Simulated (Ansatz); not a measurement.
TiO2:
```
CELL_PARAMETERS angstrom
      4.64324     0.00000     0.00000
      0.00000     4.64324     0.00000
      0.00000     0.00000     2.96392
ATOMIC_POSITIONS crystal
  Ti 0.00000 0.00000 0.00000
  Ti 0.50000 0.50000 0.50000
  O  0.30513 0.30513 0.00000
  O  0.19487 0.80513 0.50000
  O  0.69487 0.69487 0.00000
  O  0.80513 0.19487 0.50000
```

Relaxed with PBE. Special points in fractions of this cell's reciprocal vectors: Γ (0.000, 0.000, 0.000); X (0.000, 0.500, 0.000); M (0.500, 0.500, 0.000); Z (0.000, 0.000, 0.500); R (0.000, 0.500, 0.500); A (0.500, 0.500, 0.500).

List the band energies nearest the valence-band maximum at these points for the program Ansatz at the PBE level (PAW).

In eV from the valence-band maximum; about four levels below and three above (degenerate sets whole), none deeper than 8.9 eV; points with the same levels are listed once.

| k | below | above |
|---|---|---|
| Γ | -0.66 -0.43 -0.43 0.00 | 1.86 2.14 2.41 |
| X | -1.55 -1.55 -0.71 -0.71 | 2.50 2.50 2.97 2.97 |
| M | -1.24 -1.24 -1.03 -1.03 | 1.89 1.89 2.51 2.51 |
| Z | -2.22 -2.22 -1.40 -1.40 | 2.90 2.90 3.16 3.16 |
| R | -1.98 -1.98 -0.98 -0.98 | 1.90 1.90 3.18 3.18 |
| A | -1.21 -1.21 -0.67 -0.67 | 2.56 2.56 3.17 3.17 |

Space group P4_2/mnm (rutile). The PBE relaxation kept the symmetry of its start. At this level the phase is dynamically unstable (imaginary phonons). The run is not spin-polarised.

Potentials: the later of the program's two PAW sets.
